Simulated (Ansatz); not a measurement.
O-17 NMR of the central transition in Al₂O₃

Cell: a measured structure from the Crystallography Open Database (COD), ions relaxed with PBE at fixed cell.

```cif
data_Al2O3
_symmetry_space_group_name_H-M 'R-3c:H'
_symmetry_Int_Tables_number 167
_cell_length_a 4.7605
_cell_length_b 4.7605
_cell_length_c 12.9956
_cell_angle_alpha 90.000
_cell_angle_beta 90.000
_cell_angle_gamma 120.000
loop_
_atom_site_label
_atom_site_type_symbol
_atom_site_symmetry_multiplicity
_atom_site_Wyckoff_symbol
_atom_site_fract_x
_atom_site_fract_y
_atom_site_fract_z
Al Al 12 c 0.0000 0.0000 0.8521
O O 18 e 0.9731 0.3333 0.0833
```

One atom of each set is listed; the run and its k-mesh use a cell of 10 atoms with edges of 5.13, 5.13, 5.13 Å.

Level of theory: DFT, PBE, plane waves and PAW, scalar-relativistic, 420 eV cutoff, Γ-centred 5×5×5 k-points, Fermi–Dirac smearing 0.02 eV (Ansatz 0.2.0).

O-17 has I = 5/2 and Q = -25.58 mb (Pyykkö 2018); at 14.1 T its Larmor frequency is ν₀ = 81.4 MHz. Only the quadrupole interaction is simulated: positions count from each site's isotropic chemical shift, and J coupling is left out, as are shift anisotropy and dipolar coupling, which fast spinning averages.

(1) Give C_Q, η, the quadrupolar product P_Q = |C_Q|(1 + η²/3)^½, the second-order isotropic shift and the breadth of the pattern (fast magic-angle spinning) for each O site.

## Answers

(1) 

```tsv
site	first shell	C_Q (MHz)	η	P_Q (MHz)	δ_QIS (ppm)	breadth (kHz)
O	4 Al at 1.86–1.97 Å; also 2 Al at 3.22 Å	2.40	0.51	2.50	-5.66	1.07
```

δ_QIS = −(ν_Q²/30ν₀²)[I(I+1) − 3/4](1 + η²/3) × 10⁶ ppm with ν_Q = 3|C_Q|/[2I(2I−1)]; it falls as 1/B₀² in ppm, and the breadth as 1/B₀ in kHz.

At this cell the PBE pressure is 7 GPa, so with PBE the cell would grow if it were relaxed.

The relaxation (3 steps) took 9.1 s of wall time (9.1 s of CPU time) and 0.37 GiB at its peak, on 1 thread of Arm Neoverse V1 (aarch64; 8 cores open to the job, memory cap 3.0 GiB, no GPU), a shared host with a load of 0.5 a core.
